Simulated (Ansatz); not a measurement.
# YHg (Pm-3m): electronic heat capacity and spin susceptibility from the density of states

Theory: Ansatz, DFT r2SCAN, scalar-relativistic, plane waves, PAW.

Cutoff 500 eV; k points 12×12×12 on the computed 2-atom cell (Γ-centred); Gaussian smearing, width 0.10 eV; no spin polarisation.

Relaxed cell: Pm-3m, a = 3.705 Å, b = 3.705 Å, c = 3.705 Å, α = 90.00°, β = 90.00°, γ = 90.00°, 2 atoms in the primitive cell. Whether it is the stable form of this composition wasn't checked.

The density of states at the Fermi level is 1.552 states/eV in the cell of 2 atoms (1 formula unit; both spins, tetrahedra on a 18×18×18 mesh). Averaged over bins of 0.1 eV the density runs from 1.2 to 2.3 states/eV within 0.2 eV of the Fermi level, so the figure hangs on the exact place of that level.

Problem. What Sommerfeld coefficient and Pauli susceptibility does this give?

Solution. Per formula unit N(E_F) = 1.552 states/eV. γ = (π²/3) k_B² N(E_F) N_A = 2.357 mJ/(mol K²) per state/eV, so γ = 3.7 mJ/(mol K²), a mole of formula units. χ_P = μ_B² N(E_F) N_A = 3.23×10⁻⁵ emu/mol per state/eV gives 5.0×10⁻⁵ emu/mol. This is the bare band result: a measured γ of the same phase is as a rule larger by a factor 1 + λ from phonons and spin fluctuations, the spin part of χ is larger by the Stoner factor, and a measured χ also holds orbital and core terms. N(E_F) at one energy is sensitive to the mesh where the density of states has sharp peaks.

Spin-orbit coupling is left out, which matters for the bands of heavy elements.

Cost: 1 run of about 0.67 core-minutes, on Arm Neoverse V1 (shared hosts).